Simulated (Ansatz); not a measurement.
A frame of Sr₁₃Li₇Mg₄ from dynamics at 890 K, with the forces (eV/Å) computed on a k mesh in the last three columns. The calculation used DFT PBE, scalar-relativistic, plane waves, PAW in Ansatz.

Settings: cutoff 420 eV, Γ-centred mesh 3×3×3 on the computed 24-atom cell, Fermi–Dirac smearing of 0.08 eV; no spin polarisation.

```xyz
24
Lattice="9.874 -0.143 -0.027 -0.143 10.250 0.401 -0.027 0.401 9.989" Properties=species:S:1:pos:R:3:forces:R:3 pbc="T T T"
Sr    0.166    8.784    5.987    0.210   -0.470   -0.130
Sr    4.162    3.139    4.474   -0.320   -0.580   -0.260
Sr    1.082    4.707    6.015    0.040    0.520    0.530
Sr    7.072    9.334    2.448    0.010   -0.190   -0.020
Sr    4.133    5.963    1.242    0.040   -0.130    0.960
Sr    2.842    9.732    2.713    0.790   -0.690    0.230
Sr    3.761    1.050    8.375   -0.180   -0.320   -0.500
Sr    0.569    1.811    3.343   -0.780    0.610   -0.100
Sr    0.359    9.008   10.077   -0.560   -0.290    0.270
Sr    0.591    4.800   10.003    0.150    0.470    0.060
Sr    7.050    3.038    1.257   -0.590   -0.120   -0.040
Sr    5.356    6.546    5.091   -0.260    0.760    0.420
Sr    9.623    1.703    7.553   -0.240   -0.320    0.230
Li    6.870    1.348    5.064    0.150   -1.010   -0.350
Li    6.182    7.659    9.159    0.200    0.040    0.000
Li    7.507    5.238    7.959    0.210    0.220    0.120
Li    6.918    9.212    6.965   -0.180    0.240    0.160
Li    8.128    5.316    3.259    0.140    0.270    0.100
Li    1.139    6.266    3.520    0.180    0.320   -0.800
Li    6.498    2.287    7.981    0.210    0.150    0.020
Mg    4.605    4.728    8.303   -0.240   -0.110   -0.200
Mg    7.132    3.726    5.642    0.750    0.660    0.020
Mg    3.212    2.566    0.947    0.270    0.180    0.200
Mg    3.129    7.881    8.696    0.000   -0.210   -0.900
```

Static pressure 0.4 GPa (no kinetic part), no gap on the mesh.

Counting as bonded all pairs within 1.3 times the summed covalent radii:

```csv
atom → neighbour,mean count,mean length (Å),spread (Å)
Li → Li,1.71,2.97,0.12
Li → Mg,1.14,2.96,0.27
Li → Sr,3.86,3.68,0.35
Mg → Li,2.00,2.96,0.27
Mg → Mg,1.00,3.49,0.02
Mg → Sr,5.75,3.69,0.36
Sr → Li,2.08,3.68,0.35
Sr → Mg,1.77,3.69,0.36
Sr → Sr,6.77,4.20,0.35
```

Angles between all pairs of such bonds at an atom (mean ± spread): 98 ± 31° at Li, 98 ± 33° at Mg, 96 ± 34° at Sr.

Cost: 1 run of about 5 core-minutes, on Arm Neoverse V2 (shared hosts).